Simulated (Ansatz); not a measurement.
TiC₂:
```cif
data_C2Ti
_chemical_formula_sum 'Ti1 C2'
_space_group_name_H-M_alt 'P6/mmm'
_space_group_IT_number 191
_space_group_name_Hall '-P 6 2'
_cell_length_a 2.65933
_cell_length_b 2.65933
_cell_length_c 3.85877
_cell_angle_alpha 90.000
_cell_angle_beta 90.000
_cell_angle_gamma 120.000
loop_
_atom_site_label
_atom_site_type_symbol
_atom_site_symmetry_multiplicity
_atom_site_Wyckoff_symbol
_atom_site_fract_x
_atom_site_fract_y
_atom_site_fract_z
_atom_site_occupancy
Ti1 Ti 1 a 0.00000 0.00000 0.00000 1
C1 C 2 d 0.33333 0.66667 0.50000 1
```

Relaxed at zero pressure with DFT-r²SCAN in the program Ansatz with PAW potentials.

**Question.** The volume is raised by 6 % and shape and atoms relax at that volume. What pressure results, and how do the axes share the change?

**Answer.** -12.4 GPa; a 1.0 %, b 1.0 %, c 4.0 %; the energy rises by 19 meV/atom.

**Question.** Give the new structure.

**Answer.** 
Space group P6/mmm (No. 191); a = b = 2.685 Å, c = 4.013 Å, α = β = 90.00°, γ = 120.00°

```
atom  site  symmetry       x       y       z
----  ----  --------  ------  ------  ------
Ti      1a     6/mmm  0.0000  0.0000  0.0000
C       2d      -6m2  0.3333  0.6667  0.5000
```

The phase is kept; no other phase was compared at this pressure.

The start of the workflow was typed in or built on a structure type; neither database checked (COD, Materials Project) lists it. Whether it is the stable phase at ambient conditions was not checked. The cell was relaxed with r²SCAN under the symmetry of its start; whether a distortion lowers the energy is not shown. The run is not spin-polarised. The volume moved by 21 % from the start of the relaxation. Its formation energy is positive at this level, so the cell may be metastable or incomplete.

Potentials: the earlier of the program's two PAW sets. The files were generated under PBE; for other functionals the program regenerates the frozen cores, and for LDA and PBEsol the local potential too.
